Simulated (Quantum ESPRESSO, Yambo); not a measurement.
MgPdF6 (space group R-3, No. 148). The geometry is that of Materials Project entry mp-7921, symmetrised and not relaxed again. Chain: LDA (Quantum ESPRESSO, PseudoDojo norm-conserving, 84 Ry, no spin-orbit coupling); G0W0 in Yambo (4×4×4 Γ-centred k mesh, bands 6 to 120 and a 6 Ry block in the screening, 120 bands in G with the Bruneval-Gonze terminator, plasmon pole fitted at 27.2 eV); BSE (4×4×4 mesh, 21 valence and 3 conduction bands, static screening with 69 bands and a 3 Ry block, scissor 3.14 eV, Tamm-Dancoff).

```json
{
  "LDA gap (dense path)": "1.83 eV",
  "LDA gap F → F on the GW mesh": "1.83 eV",
  "LDA smallest direct gap on the GW mesh, at F": "1.83 eV",
  "G0W0 direct gap at that point": "4.97 eV",
  "G0W0 correction to the gap F → F": "3.14 eV",
  "direct gap on the BSE mesh, with the scissor": "4.97 eV",
  "first BSE state allowed for light along x": "3.92 eV",
  "lowest BSE state": "1.66 eV",
  "binding_of_the_lowest_exciton": "3.31 eV"
}
```

Rough cost of the Yambo steps against G0W0 for 4 states: BSE about 1/4.

Nearest settings tried, and what they do to the gap: 98 bands in W, 98 bands in G: +17 meV; 5 Ry block (133 vectors against 175): +77 meV; 2×2×2 mesh: -51 meV. So the settings aren't converged at that level. The BSE states are vertical excitations (zero momentum). On a 2×2×2 mesh the exciton binding is 3.20 eV. Axes are Cartesian, with cell vectors (Å) (2.47, 1.42, 4.51), (-2.47, 1.42, 4.51), (0.00, -2.85, 4.51).

Spin-orbit splittings are left out.
